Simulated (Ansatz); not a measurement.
# FeSi — 57Fe Mössbauer parameters

Cell: a structure deposited in the COD, its atoms then relaxed with PBE in this cell.

Space group P2_13 (No. 198); a = 4.4670 Å.

| site | Wyckoff | site symmetry | x | y | z |
| --- | --- | --- | --- | --- | --- |
| Fe | 4a | .3. | 0.1355 | 0.1355 | 0.1355 |
| Si | 4a | .3. | 0.8407 | 0.8407 | 0.8407 |

One atom of each set is listed.

Level of theory: DFT, PBE, plane waves and PAW, scalar-relativistic, collinear spin, 420 eV cutoff, Γ-centred 10×10×10 k-points, Fermi–Dirac smearing 0.05 eV (Ansatz 0.2.0). Start moments as typed (μB): 3 on each Fe, none on the rest.

Isomer shifts (against α-Fe) follow from the electron density at the nucleus, δ = α(ρ − ρ₀), with α = -0.366 mm s⁻¹ a₀³ and ρ₀ = 14904.00 a₀⁻³ from a line fitted to 10 measured compounds at this level of theory (rms miss 0.11 mm/s). ΔE_Q = ½eQV_zz(1 + η²/3)^½ with Q = 0.160 b for the 14.4 keV state.

Q: What would the 57Fe spectrum's parameters be?

A: 

| site | atoms | first shell | ρ − ρ₀ (a₀⁻³) | δ (mm/s) | ΔE_Q (mm/s) | η |
| --- | --- | --- | --- | --- | --- | --- |
| Fe | 4 | 7 Si at 2.28–2.52 Å, 6 Fe at 2.74 Å | -0.74 | 0.27 | 0.88 | 0.00 |



With a gap of 0.17 eV under a smearing of 0.05 eV the band edges are partly filled, so small gradients can hang on the smearing and the k-mesh. With these PAW files V_zz is typically within 2 to 3 % of all-electron values, but misses above 10 % occur on Fe. The start moments die out, and the run ends without spin.
